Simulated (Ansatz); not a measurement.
Tc, DFT, PBEsol, all-electron LAPW, scalar-relativistic (Ansatz 0.2.0), run on 1 thread of Intel(R) Xeon(R) Platinum 8259CL CPU @ 2.50GHz (Skylake/Cascade Lake) on a shared host.

The cell is a database entry far from equilibrium at this level of theory, probably a faulty or high-pressure entry; it serves as a test geometry alone. The listed cell was then made from it by scaling, straining or moving an atom.

Command: `ansatz run input.yaml --threads 1 --pin off --max-ram 3072MiB --backend cpu --events-out ev --progress --plain --runs-dir out`

```yaml
crystal:
  lattice:
    - [0.0, 1.9564784529, 1.9564784529]
    - [1.9564784529, 0.0, 1.9564784529]
    - [1.9564784529, 1.9564784529, 0.0]
  atoms:
    - { symbol: Tc, position: [0.0, 0.0, 0.0] }
kpoints:
  mp_grid: { grid: [18, 18, 18] }
  band_path:
    path:
      - [0.0, 0.0, 0.0]
      - [0.5, 0.0, 0.5]
      - [0.625, 0.25, 0.625]
      - [0.375, 0.375, 0.75]
      - [0.0, 0.0, 0.0]
      - [0.5, 0.5, 0.5]
      - [0.5, 0.25, 0.75]
      - [0.5, 0.0, 0.5]
    npoints: 5
scf:
  occupations: { method: fermi_dirac, width: 0.03 }
hamiltonian:
  xc: pbesol
  pseudopotentials: { kind: all_electron, lapw: { basis_error: 0.00025 } }
output:
  forces: true
  stress: true
  eigenvalues: true
```

(1) How large is the problem that the program sets up?

(2) About how long does it take, and how much memory does it use?

Results:

(1) 195 irreducible k-points, 169 plane waves at Γ, 20 bands.

(2) 28 s of wall time for 6 SCF iterations, with a peak of 0.47 GiB. Times on shared machines scatter by tens of per cent.
